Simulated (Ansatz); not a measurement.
Ga$_{2}$O$_{3}$:
```xyz
10
Lattice="6.1277 1.5197 0.0000 -6.1277 1.5197 0.0000 -1.3864 0.0000 5.6405" Properties=species:S:1:pos:R:3 pbc="T T T"
Ga    -6.1208     1.5197     4.4822
Ga     4.7344     1.5197     1.1583
Ga     1.5102     1.5197     1.7729
Ga    -2.8966     1.5197     3.8676
O     -4.2669     1.5197     0.6153
O      2.8805     1.5197     5.0252
O     -4.7844     1.5197     3.1788
O      3.3980     1.5197     2.4617
O     -0.4005     1.5197     1.4455
O     -0.9859     1.5197     4.1950
```

Relaxed with r²SCAN. Plane-wave PAW r²SCAN (Ansatz code) gives a gap of 3.02 eV.

Q: What gap does HSE06 give on the same cell (Ansatz, PAW)?

A: 4.18 eV, 1.16 eV more. The hybrid was solved on a coarser mesh and at special points; its gap is the smallest among all of these.

Cost on shared cores: the r²SCAN run (SCF on a 9×9×5 mesh, then bands and DOS) around 9 core-minutes (rough), the HSE06 run (SCF on 6×6×3, then a few points) about 6 core-minutes (a rough figure); the tasks are unlike.

Space group C2/m. The cell was relaxed with r²SCAN under the symmetry of its start. Spin–orbit coupling is left out wherever it is not named.

Potentials: the later of the program's two PAW sets.
